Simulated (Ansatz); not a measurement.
The start is a relaxed ZrSiIr cell shaken by Gaussian noise of σ = 0.08 Å a coordinate. The structure is fully relaxed (lattice and positions, P = 0) with r2SCAN (plane waves to 500 eV, PAW, scalar-relativistic; Ansatz, a first-principles code). The first steps use a coarse 3×5×3 k-mesh.

Starting cell:
```
ZrSiIr
1.0
    6.56505     0.00000     0.00000
    0.00000     3.96306     0.00000
    0.00000     0.00000     7.39583
Zr Si Ir
4 4 4
Direct
  0.01809   0.26205   0.17773
  0.97020   0.75677   0.80480
  0.47315   0.73572   0.69302
  0.52155   0.23648   0.31522
  0.28617   0.25966   0.88643
  0.72257   0.72993   0.11330
  0.19917   0.77076   0.40613
  0.78450   0.26007   0.62265
  0.14374   0.25577   0.55860
  0.83808   0.75120   0.44720
  0.35412   0.76725   0.06111
  0.66400   0.22643   0.93367
```

### Question
How large is the pressure on the unrelaxed cell, and of which sign?

### Answer
+4 GPa (positive: the cell is compressed).

### Question
Which atoms feel the largest initial force, and how large is it?

### Answer
About 2.8 eV/Å, on Si7 (atoms numbered as listed).

### Question
By how much does the energy per atom fall from start to end?

### Answer
0.07 eV/atom.

### Question
How do the shortest distances between atoms change?

### Answer
The closest pairs of elements (up to four, under 3.6 Å), start → end: Ir–Si 2.26 → 2.44 Å; Si–Zr 2.67 → 2.81 Å; Ir–Zr 2.78 → 2.93 Å; Ir–Ir 2.89 → 2.97 Å.

### Question
What band gap does the relaxed structure have at this level?

### Answer
Zero (metallic).

Final values are on a 6×10×5 k-mesh of the relaxed cell. No spin polarisation in the result.

The cell that was disturbed is our relaxation of an entry of Materials Project.
